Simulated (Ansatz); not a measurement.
Here is the system:

HfTeSe:
```
CELL_PARAMETERS angstrom
      3.87960     0.00000     0.00000
     -1.93980     3.35984     0.00000
      0.00000     0.00000     6.59874
ATOMIC_POSITIONS crystal
  Hf 0.00000 0.00000 0.98162
  Te 0.66667 0.33333 0.25763
  Se 0.33333 0.66667 0.76076
```

This is the r²SCAN+D4-relaxed structure. Tensor components refer to the Cartesian frame of this cell.

Q: All from r²SCAN+D4 (plane waves, PAW; program Ansatz), unless another level is named. Predict the hole effective mass, band 2 of 2 at the edge.

A: 0.092 along x, 2.4 along z (mₑ).

Q: And the electron effective mass?

A: 0.18, 0.88, 3.7 mₑ (principal values).

Q: Next, the conduction-band minimum?

A: at L (3 equivalent valleys).

Space group P3m1. The workflow started from a Materials Project entry (that database holds measured and hypothetical structures alike); the Crystallography Open Database copy checked does not list it. Whether it is the stable phase at ambient conditions was not checked. The cell was relaxed with r²SCAN+D4 under the symmetry of its start; whether a distortion lowers the energy is not shown. The run is not spin-polarised. Scalar-relativistic: spin–orbit coupling is off unless named, which matters more the heavier the elements.

Potentials: the later of the program's two PAW sets.

Edges and masses are those of Kohn–Sham bands, whose gap is no quasiparticle gap.
